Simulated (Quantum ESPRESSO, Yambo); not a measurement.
**Levels of theory for the gap of SiO$_{2}$**

SiO$_{2}$ (α-cristobalite, space group P4_32_12, No. 96): one geometry, one set of norm-conserving PBEsol (Quantum ESPRESSO, 84 Ry, without SOC) orbitals, self-energies from Yambo (2×2×2 Γ-centred k mesh, 316 bands and a 8 Ry block in the screening, 316 bands in G with the Bruneval-Gonze terminator, plasmon pole fitted at 27.2 eV).

The geometry is that of Materials Project entry mp-7029, symmetrised and not relaxed again.

```tsv
level	gap Γ → Γ (eV)	rough Yambo cost
PBEsol (Quantum ESPRESSO)	5.70	–
exchange only (Hartree-Fock self-energy on PBEsol orbitals)	15.87	about 1/30 (12 states)
static COHSEX@PBEsol	9.99	about 1/2 (2 states)
G0W0@PBEsol, plasmon pole	8.62	1 (12 states)
```

Bare exchange has no screening and gives the widest gap; static COHSEX screens it but leaves out the frequency dependence, which G0W0 restores.

Costs are rough ratios of core time on shared machines.

Nearest settings tried, and what they do to the gap: 201 bands in G: -1 meV; 201 bands in W, 201 bands in G: +1 meV; 7 Ry block (363 vectors against 451): -49 meV; 2×2×1 mesh: -32 meV. So the settings aren't converged at that level. The k mesh is coarse.

This is not the ordinary phase of the substance.
